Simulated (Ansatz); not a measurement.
WP (space group Pnma)

```xyz
8
Lattice="5.6624 0.0000 0.0000 0.0000 3.2103 0.0000 0.0000 0.0000 6.1899" Properties=species:S:1:pos:R:3 pbc="T T T"
P      1.7986     2.4078     3.4981
P      3.8638     0.8026     2.6918
P      1.0326     0.8026     0.4031
P      4.6298     2.4078     5.7868
W      5.5876     2.4078     1.9295
W      0.0748     0.8026     4.2604
W      2.9060     0.8026     5.0245
W      2.7564     2.4078     1.1654
```

The slice is a (1 0 -1) plane (indices of the conventional cell) through the point (0.818, 0.750, 0.935) (fractional), spanned by u = [010] and v = [101] in vectors of this cell: u (3.21 Å) and v (8.39 Å, at 90° to u). It covers one period; positions are fractions (u, v).

Level of theory: LDA (plane waves to 420 eV, PAW, scalar-relativistic; Ansatz, an electronic-structure program). k mesh 8×14×8. Near the nuclei the fields are pseudised (PAW); where an atom keeps semicore shells as valence, they peak there. Spin-orbit coupling is left out, though W is heavy. WP is run without spin polarisation. WP was relaxed with its symmetry unable to fall.

### Question
Predict the map of the valence electron density on the slice.

### Answer
```
|=*##*++*##*|
|####*++*###|
|##********#|
|++**#%%#**+|
|==+*%@@%*+=|
|==+*%@@%*+=|
|==+*%@@%*+=|
|+++**##**++|
|***+****+**|
|##**++++**#|
|###*+==+*##|
|###*=--=*##|
|###+=--=+##|
|##*+-::-+*#|
|#*+=-::-=+*|
|**+=-::-=+*|
|*++=----=++|
|**++====++*|
|%#**++++**#|
|%%#******#%|
|%%#**##**#%|
|#**********|
|**+++**+++*|
|**+++==+++*|
|##*+====+*#|
|###+=--=+##|
|+*#*+==+*#*|
| =##+==+##=|
```
Scale: ten equal steps from -1.55 (start of ' ') to 0.28 (end of '@'), in the order ' .:-=+*#%@'. Values: log₁₀ of the valence density in e/Å³. The map has 11 points along u (one character each, u = 0 at the left) and 28 along v (v = 0 in the bottom row). The scale is logarithmic, as a density can span decades between atoms and voids.
